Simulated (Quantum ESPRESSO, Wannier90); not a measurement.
Wannierisation of AlNi (CsCl type)

```xyz
2
Lattice="2.8597 0.0000 0.0000 0.0000 2.8597 0.0000 0.0000 0.0000 2.8597" Properties=species:S:1:pos:R:3 pbc="T T T"
Al     1.4299     1.4299     1.4299
Ni     0.0000     0.0000     0.0000
```

Structure: Materials Project mp-1487, symmetrised, not relaxed again. COD (Crystallography Open Database) has an entry of this formula and space group (matched by these alone). Level: PBEsol, no spin polarisation, no spin-orbit coupling; pw.x of Quantum ESPRESSO at 79 Ry with PseudoDojo potentials, 10×10×10 k-points, Wannier90. Density: 14×14×14 mesh, cold smearing 0.01 Ry. A non-magnetic state is assumed; magnetic ones were not tried.

The lattice is scaled uniformly with fixed fractional positions, and at each scale an atom-like model (Al sp, Ni spd; disentangled, num_iter = 0) is made. Listed is the largest hopping of each kind of orbital pair shown, with the distance of the two functions' centres at scale 1; the mesh was not varied.

```json
[
 {"scale": "0.970", "modulus of t, Ni2 py–Ni2 py at 2.86 Å (eV)": "2.590", "modulus of t, Al1 s–Ni2 px at 2.48 Å (eV)": "1.576", "modulus of t, Al1 s–Ni2 s at 2.48 Å (eV)": "1.417"},
 {"scale": "0.990", "modulus of t, Ni2 py–Ni2 py at 2.86 Å (eV)": "2.461", "modulus of t, Al1 s–Ni2 px at 2.48 Å (eV)": "1.507", "modulus of t, Al1 s–Ni2 s at 2.48 Å (eV)": "1.347"},
 {"scale": "1.000", "modulus of t, Ni2 py–Ni2 py at 2.86 Å (eV)": "2.402", "modulus of t, Al1 s–Ni2 px at 2.48 Å (eV)": "1.473", "modulus of t, Al1 s–Ni2 s at 2.48 Å (eV)": "1.310"},
 {"scale": "1.010", "modulus of t, Ni2 py–Ni2 py at 2.86 Å (eV)": "2.331", "modulus of t, Al1 s–Ni2 px at 2.48 Å (eV)": "1.438", "modulus of t, Al1 s–Ni2 s at 2.48 Å (eV)": "1.277"},
 {"scale": "1.030", "modulus of t, Ni2 py–Ni2 py at 2.86 Å (eV)": "2.209", "modulus of t, Al1 s–Ni2 px at 2.48 Å (eV)": "1.372", "modulus of t, Al1 s–Ni2 s at 2.48 Å (eV)": "1.212"}
]
```

**Question.** With |t| ∝ d^(−η), find η for each hopping from the ends of the series.

**Answer.** 
- Ni2 py–Ni2 py at 2.86 Å: η = −ln(2.209/2.590)/ln(1.030/0.970) = 2.7
- Al1 s–Ni2 px at 2.48 Å: η = −ln(1.372/1.576)/ln(1.030/0.970) = 2.3
- Al1 s–Ni2 s at 2.48 Å: η = −ln(1.212/1.417)/ln(1.030/0.970) = 2.6
Harrison's rules would take η = 2.0, 2.0, 2.0 for these pairs; they describe atomic orbitals, while these are orthogonalised and change shape with the volume.
